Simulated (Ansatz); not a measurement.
Theory: Ansatz 0.2.0, DFT PBE, scalar-relativistic, plane waves, PAW. Settings: cutoff 420 eV, Γ-centred meshes spaced at most about 0.3 Å⁻¹, and about 0.25 Å⁻¹ or finer for metals (2π included), Gaussian smearing. No spin polarisation in the final relaxations.

All energies are static (0 K, no zero-point motion).

Two relaxed structures of Hg3P2:

A.

```
CELL_PARAMETERS angstrom
8.21635 0.00000 0.00000
-4.10817 7.11557 0.00000
0.00000 0.00000 5.82328
ATOMIC_POSITIONS crystal
Hg 0.50000 0.00000 0.00000
Hg 0.00000 0.50000 0.00000
Hg 0.50000 0.50000 0.00000
P 0.33333 0.66667 0.00000
P 0.66667 0.33333 0.00000
```

B.

```
CELL_PARAMETERS angstrom
3.61873 2.08927 3.59922
-3.61873 2.08927 3.59922
0.00000 -4.17855 3.59922
ATOMIC_POSITIONS crystal
Hg 0.50000 0.00000 0.00000
Hg 0.00000 0.50000 0.00000
Hg 0.00000 0.00000 0.50000
P 0.28435 0.28435 0.28435
P 0.71565 0.71565 0.71565
```

Question: Which form is favoured at zero pressure, and by what margin per atom?

Answer: B is lower, by 296 meV/atom. A has space group P6/mmm (No. 191), 68.1 Å³/atom and no gap on its mesh; B has space group R-3m (No. 166), 32.7 Å³/atom and a gap of 1.81 eV. Even the lower one lies +0.08 eV/atom against the reference forms of the elements (uncorrected), so neither is stable at this level. In A, Hg is surrounded by 2 P at 2.37 Å; P is surrounded by 3 Hg at 2.37 Å. In B, Hg is surrounded by 2 P at 2.45 Å; P is surrounded by 3 Hg at 2.45 Å. Both come from invented guesses.

Weakly bound directions are ill-defined at this level, which has no dispersion term (P6/mmm, R-3m), and this can change margins and order among such cells. Spin–orbit coupling, which can matter for Hg, is left out. Kohn–Sham gaps at this level usually fall short of measured ones. The missing spin–orbit coupling can work the other way here. Cells relaxed within their symmetry can be saddle points.
